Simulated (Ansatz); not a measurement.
Input file for Ansatz (an electronic-structure program):

Ansatz 0.2 input:
```yaml
crystal:
  lattice:
    - [0.0, 2.5295194969, 2.5295194969]
    - [2.5295194969, 0.0, 2.5295194969]
    - [2.5295194969, 2.5295194969, 0.0]
  atoms:
    - { symbol: Hf, position: [0.0, 0.0, 0.0] }
    - { symbol: O, position: [0.75, 0.75, 0.75] }
    - { symbol: O, position: [0.25, 0.25, 0.25] }
kpoints:
  mp_grid: { grid: [9, 9, 9] }
hamiltonian:
  xc: r2scan
  pseudopotentials: { azcp: { folder: ./paw }, kind: paw }
scf:
  occupations: { method: fixed }
phonons:
  method: dfpt
  response_accuracy: low
  qmesh: [3, 3, 3]
  interpolated_qmesh: [18, 18, 18]
  dielectric: true
  rigid_motions: translations
  temperatures: { t_max: 1000, t_step: 50 }
  qpath:
    path:
      - [[0.0, 0.0, 0.0], [0.5, 0.0, 0.5], [0.625, 0.25, 0.625]]  # Γ-X-U
      - [[0.375, 0.375, 0.75], [0.0, 0.0, 0.0], [0.5, 0.5, 0.5], [0.5, 0.25, 0.75], [0.5, 0.0, 0.5]]  # K-Γ-L-W-X
    npoints: 13
```

Output (shortened):

```
WARN phonons: the dynamical matrix that this run interpolates holds no multipole term above the dipole-dipole one, and a site of this crystal is no centre of …
Pseudopotential: Hf, paw, valence charge 26
Pseudopotential: O, paw, valence charge 6
Functional definition: r2SCAN
Crystal: 3 atoms, lattice volume = 32.370 Å³
Basis set: ecut = 500 eV, 869 PW (Γ), exchange–correlation on 135×135×135 points (125 copies of the dense FFT grid, shifted against one another)
Bands: 23, of which v1, the nominal top of the filled ones, is band 19 counted from 1 (18 counted from 0)
Symmetry: 48 space group operations
k-points: 125 of 729 (irreducible under 4 space group operations, time reversal used)
SCF iter   1: F=—  HF=-16877.066350 eV  |F-HF|=—  |Δ(HF+E_count)|=         —  Δρ=8.88e-2  dr2=1.82e0  dr2_τ=1.82e-1  ethr=3.10e-3  ⟨swp⟩=3.9  Hψ=9701  notcnv=0  defer=166
preconditioner: auto → none
SCF iter   2: F=—  HF=-16876.885243 eV  |F-HF|=—  |Δ(HF+E_count)|=   1.81e-1  Δρ=3.35e-2  dr2=2.39e-1  dr2_τ=4.45e-2  ethr=3.10e-3  ⟨swp⟩=2.0  Hψ=6672  notcnv=0  defer=155
SCF iter   3: F=—  HF=-16876.912405 eV  |F-HF|=—  |Δ(HF+E_count)|=   2.72e-2  Δρ=2.22e-2  dr2=7.28e-2  dr2_τ=1.58e-2  ethr=6.29e-4  ⟨swp⟩=2.0  Hψ=4999  notcnv=0  defer=250
SCF iter   4: F=—  HF=-16876.912598 eV  |F-HF|=—  |Δ(HF+E_count)|=   1.93e-4  Δρ=5.40e-3  dr2=6.06e-3  dr2_τ=7.27e-4  ethr=1.92e-4  ⟨swp⟩=2.0  Hψ=5500  notcnv=0  defer=250
SCF iter   5: F=—  HF=-16876.914989 eV  |F-HF|=—  |Δ(HF+E_count)|=   2.39e-3  Δρ=2.93e-3  dr2=1.26e-3  dr2_τ=2.77e-4  ethr=1.59e-5  ⟨swp⟩=2.0  Hψ=5488  notcnv=0  defer=250
SCF iter   6: F=—  HF=-16876.914920 eV  |F-HF|=—  |Δ(HF+E_count)|=   6.90e-5  Δρ=4.06e-4  dr2=1.80e-5  dr2_τ=3.48e-6  ethr=3.33e-6  ⟨swp⟩=2.0  Hψ=3918  notcnv=0  defer=250
SCF iter   7: F=—  HF=-16876.914930 eV  |F-HF|=—  |Δ(HF+E_count)|=   9.61e-6  Δρ=3.21e-5  dr2=1.78e-7  dr2_τ=8.76e-8  ethr=4.74e-8  ⟨swp⟩=2.0  Hψ=5142  notcnv=0  defer=4
SCF iter   8: F=—  HF=-16876.914925 eV  |F-HF|=—  |Δ(HF+E_count)|=   4.36e-6  Δρ=6.51e-6  dr2=7.83e-9  dr2_τ=1.71e-9  ethr=4.69e-10  ⟨swp⟩=2.0  Hψ=4656  notcnv=0
SCF iter   9: F=-16876.914925 eV  HF=-16876.914925 eV  |F-HF|=0.00e0  |Δ(HF+E_count)|=  3.27e-10  Δρ=5.00e-7  dr2=3.24e-11  dr2_τ=7.49e-12  ethr=1.00e-12  ⟨swp⟩=7.0  Hψ=20703  notcnv=0
SCF 1 converged in 9 iterations: F = -16876.914925 eV  dr2 = 3.24e-11
NSCF: frozen V_eff on 6 k-points
DFPT response loops at Γ: preconditioner auto → none (the input reference at scf.mixing.eps_inf says where Resta's filter doesn't serve); β = 0.50 …
NSCF: frozen V_eff on 35 k-points
NSCF: frozen V_eff on 810 k-points
DFPT response loops at q = (0, 0, 0.3333333333333333) (fractional): mixed as the last ones told, above
NSCF: frozen V_eff on 450 k-points
DFPT response loops at q = (0, 0.3333333333333333, 0.3333333333333333) (fractional): mixed as the last ones told, above
NSCF: frozen V_eff on 810 k-points
DFPT response loops at q = (0, 0.3333333333333333, -0.33333333333333337) (fractional): mixed as the last ones told, above
WARN: on the 18×18×18 q-mesh 19 entries of the irreducible table, 7.767e-2 modes per cell, the lowest at -180.34 cm⁻¹, stand at or below zero and are read as …
SCF converged after 9 iterations
Free energy (F): -16876.914925 eV
Harris-Foulkes:  -16876.914925 eV  (|F-HF|=0.00e0)
Internal energy: -16876.914925 eV  (E = F + TS)
E sigma→0 (E₀):  -16876.914925 eV
Fermi energy:    14.530809 eV
--- Per-component energies (eV) ---
  E_band       = -16.916667
  E_kinetic    = 745.559748
  E_local      = -6959.755866  (includes V_loc(G=0)·N_el)
  E_nonlocal   = 164.779700
  E_hartree    = 3324.299469
  E_xc         = -394.878158
  E_vxc        = -485.796202  (∫ρ·V_xc dr)
  E_paw        = -8052.660399  (= ΣΔE_a)
  E_vpaw       = -156.985289  (= ΣTr[D̂ρ^β])
  E_aug_tail   = 0.000734  (compensation charges beyond the density's cutoff)
  E_vtau       = 26.681974  (kinetic-family band-sum trace: ∫τ·v_τ [+ j·A + Jᵃ·Aᵃ] dr)
  E_ewald      = -5704.517825
  E_core_change = 0.257672  (= ΣΔE_core)
  E_smearing   =  0.000000  (= −TS)
  E_closure    =  0.000000  (closes the sum)
  Σ components = -16876.914925   (vs F -16876.914925, Δ=0.00e0)
  [band-id]    e_kinetic+e_local+e_nonlocal+2·e_hartree+e_vxc+e_vpaw+e_augmentation_tail+e_vtau = -16.916262   (vs E_band -16.916667, Δ=4.05e-4)
--- Band table (eV; the first three rows and the last of 125) ---
  k-point 0: bands = ["-48.0732", "-15.8798", "-15.8798", "-15.8798", "-5.2325", "-2.3675", "3.5911", "3.5911", "3.5911", "3.6615", "3.6615", "3.6615", "3.8520", "9.0596", "9.0596", "9.0596", "13.9375", "13.9375", "13.9375", "19.0056", "19.0056", "21.0493", "25.6898"]
  k-point 1: bands = ["-48.0715", "-15.9391", "-15.8859", "-15.8859", "-5.0638", "-2.4834", "3.5939", "3.5939", "3.5945", "3.6566", "3.6566", "3.6616", "3.8149", "9.1859", "9.1859", "9.4114", "13.5709", "13.7116", "13.7116", "19.2326", "19.2326", "21.5392", "25.0934"]
  k-point 2: bands = ["-48.0669", "-16.0839", "-15.9015", "-15.9015", "-4.6451", "-2.7412", "3.6000", "3.6000", "3.6052", "3.6463", "3.6463", "3.6619", "3.7424", "9.5107", "9.5107", "10.2661", "12.7784", "13.2470", "13.2470", "19.6319", "19.6319", "22.1948", "24.4584"]
  k-point 124: bands = ["-48.0559", "-16.2336", "-16.1104", "-15.9587", "-3.5722", "-3.2239", "3.6109", "3.6166", "3.6192", "3.6324", "3.6425", "3.6476", "3.6511", "9.4890", "10.0100", "11.0861", "11.9845", "13.0885", "13.6826", "19.5421", "20.2972", "22.5783", "22.7748"]
--- Phonons (Γ-DFPT): 2 representative perturbations + reference, on 125 of 729 k-points (Σ response iterations 11) ---
  ASR residual: 7.066e-5 → 0.000e0 eV/Å²; symmetrization residual: 4.001e-5 eV/Å²
  ASR residual per site (eV/Å²): 7.07e-5 4.98e-5 4.98e-5
  Γ frequencies (cm⁻¹): 0.00 0.00 0.00 237.55 237.55 237.55 592.96 592.96 592.96
  ε∞ (high-frequency dielectric tensor):
        4.914203     0.000000     0.000000
        0.000000     4.914203     0.000000
        0.000000     0.000000     4.914203
  ε⁰ (static dielectric tensor: ions relaxed, cell fixed):
       35.008229     0.000000     0.000000
        0.000000    35.008229     0.000000
        0.000000     0.000000    35.008229
  ε⁰ − ε∞ (ionic part):
       30.094026     0.000000     0.000000
        0.000000    30.094026     0.000000
        0.000000     0.000000    30.094026
  softest optical mode at Γ: 237.55 cm⁻¹; the repairs (sum rule, projections) moved no ω² at Γ by more than (2.64 cm⁻¹)²
  Born effective charges Z* (e; rows j = field, columns β = displacement):
    site 0:
         5.50563    0.00000    0.00000
         0.00000    5.50563    0.00000
         0.00000    0.00000    5.50563
    site 1:
        -2.75281    0.00000    0.00000
         0.00000   -2.75281    0.00000
         0.00000    0.00000   -2.75281
    site 2:
        -2.75281    0.00000    0.00000
         0.00000   -2.75281    0.00000
         0.00000    0.00000   -2.75281
  Z* charge neutrality: 9.949e-6 e pre-enforcement
  k-mesh period / interband length: 32.2 Å / 1.28 Å = 25.16 at k = (0.0000, 0.0000, 0.0000), direct gap 5.068 eV — 14 or more, which is no proof of convergence
  optical modes at Γ without the LO–TO term, one row a degenerate level:
      ω (cm⁻¹)  modes    IR ((D/Å)²/amu)
        237.55      3            77.3195
        592.96      3             0.0000
  optical modes at Γ + LO–TO along q̂ = [1.0000, 0.0000, 0.0000]:
      ω (cm⁻¹)  modes    IR ((D/Å)²/amu)
        237.55      2            51.5463
        592.96      3             0.0000
        634.03      1            25.7732
  optical modes at Γ + LO–TO along q̂ = [0.0000, 1.0000, 0.0000]:
      ω (cm⁻¹)  modes    IR ((D/Å)²/amu)
        237.55      2            51.5463
        592.96      3             0.0000
        634.03      1            25.7732
  optical modes at Γ + LO–TO along q̂ = [0.0000, 0.0000, 1.0000]:
      ω (cm⁻¹)  modes    IR ((D/Å)²/amu)
        237.55      2            51.5463
        592.96      3             0.0000
        634.03      1            25.7732
  non-analytic LO–TO correction: the dipole-dipole term of the run's Born effective charges and high-frequency dielectric tensor (where they are solved with …
--- Phonons (arbitrary-q DFPT): 4 irreducible q on the 3×3×3 mesh ---
  q = [0.0000, 0.0000, 0.0000] (star 1, of the zone-centre solve; hermiticity 6.81e-6, symmetrization 3.37e-12):  0.00  0.00 0.00 237.55 237.55 237.55 592.96 592.96 592.96
  q = [0.0000, 0.0000, 0.3333] (star 8, 2 solved perturbations on 405 of 729 k-point pairs; hermiticity 6.62e-7, symmetrization 5.39e-12): 86.15 86.15 177.71 364.63 364.63 530.74 549.36 549.36 612.01
  q = [0.0000, 0.3333, 0.3333] (star 6, 4 solved perturbations in 720 linear systems a pass and spin channel, the states on 225 of 729 k-point pairs; hermiticity 1.14e-6, symmetrization 2.81e-11): 91.11 91.11 235.55 271.63 271.63 293.28 583.32 583.32 689.57
  q = [0.0000, 0.3333, -0.3333] (star 12, 4 solved perturbations in 1260 linear systems a pass and spin channel, the states on 405 of 729 k-point pairs; hermiticity 6.84e-6, symmetrization 2.55e-12): 86.29 94.75 175.46 197.02 354.68 407.91 526.74 592.52 672.09…
  sum rule: each row above includes the acoustic sum rule's correction from the zone centre's row sums; it moved no ω² by more than (0.92 cm⁻¹)²
  mesh force constants: q→R imaginary residual 0.00e0; ASR residual 7.066e-5 → 0.000e0 eV/Å²; symmetrization residual 2.132e-14 eV/Å²
  interpolated dispersion: 81 rows × 9 modes
  density of states and harmonic sums: on the 18×18×18 q-mesh, interpolated from the force constants of a 3×3×3 supercell (with the dipole–dipole term)
  largest difference from the sums on the solved wave vectors: F 4.99e-3 eV, S 5.04e-6 and C_V 5.77e-6 eV/K
  zero-point energy: 0.196832 eV/cell   skipped modes (ω ≤ 0): 22, of them read as no rigid motion or as one in doubt …
```

Cost: roughly 26 core-minutes on shared cores.

Space group Fm-3m (fluorite). This is a known high-temperature phase of the composition, computed here at zero pressure and temperature. Symmetry was held in the r²SCAN relaxation. At this level the phase is dynamically unstable (imaginary phonons). No spin polarisation was allowed. Scalar-relativistic: spin–orbit coupling is off unless named, which matters more the heavier the elements.

Potentials: the earlier of the program's two PAW sets.

Ansatz is a plane-wave DFT program.
